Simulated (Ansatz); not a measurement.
Starting cell, TiO2 (rutile):

```yaml
crystal:
  lattice:
    - [4.64353, 0.00000, 0.00000]
    - [0.00000, 4.64353, 0.00000]
    - [0.00000, 0.00000, 2.96370]
  atoms:
    - { symbol: Ti, position: [0.00000, 0.00000, 0.00000] }
    - { symbol: Ti, position: [0.50000, 0.50000, 0.50000] }
    - { symbol: O, position: [0.30512, 0.30512, 0.00000] }
    - { symbol: O, position: [0.80512, 0.19488, 0.50000] }
    - { symbol: O, position: [0.19488, 0.80512, 0.50000] }
    - { symbol: O, position: [0.69488, 0.69488, 0.00000] }
```

In each cell atom 1 (Ti, nearest neighbour O at 1.958 Å; its periodic images, 3.0 Å or more away, move with it) moves by s·(1.000, 0.000, 0.000) (along Cartesian x), the rest being held.

Method: PBE (plane waves to 420 eV, PAW, scalar-relativistic; Ansatz, a first-principles code). k mesh 6×6×9 (Γ-centred), Fermi-Dirac smearing 0.05 eV. Energies are smeared free energies. Left out: 2 of 11 points, with atoms too close for the PAW data. The PAW data are Ansatz's earlier set. TiO2 is run without spin polarisation. TiO2 was relaxed with its symmetry unable to fall. ΔE is measured from the undisplaced structure.

```json
[
 {"s (Å)": "-0.472", "ΔE (meV/cell)": "1657"},
 {"s (Å)": "-0.354", "ΔE (meV/cell)": "930"},
 {"s (Å)": "-0.236", "ΔE (meV/cell)": "withheld"},
 {"s (Å)": "-0.118", "ΔE (meV/cell)": "102"},
 {"s (Å)": "0.000", "ΔE (meV/cell)": "0"},
 {"s (Å)": "0.118", "ΔE (meV/cell)": "102"},
 {"s (Å)": "0.236", "ΔE (meV/cell)": "withheld"},
 {"s (Å)": "0.354", "ΔE (meV/cell)": "930"},
 {"s (Å)": "0.472", "ΔE (meV/cell)": "1657"}
]
```

Question: Fit an even polynomial form (powers 2, 4) to the given rows and predict ΔE at s = 0.236.

Answer: Least squares on the 7 given rows: ΔE = (7395)·s² + (191.8)·s⁴, in meV/cell with s in Å; root-mean-square residual 0.6 meV/cell. At 0.236 the fit gives 412 meV/cell; the calculation gives 410 meV/cell, so the interpolation is off by 2 (+0.5 %). The quadratic term alone would give 412 meV/cell.

(For displaced atoms, the force is minus the slope of the energy, and its curvature is a force constant, which sets phonon frequencies.)
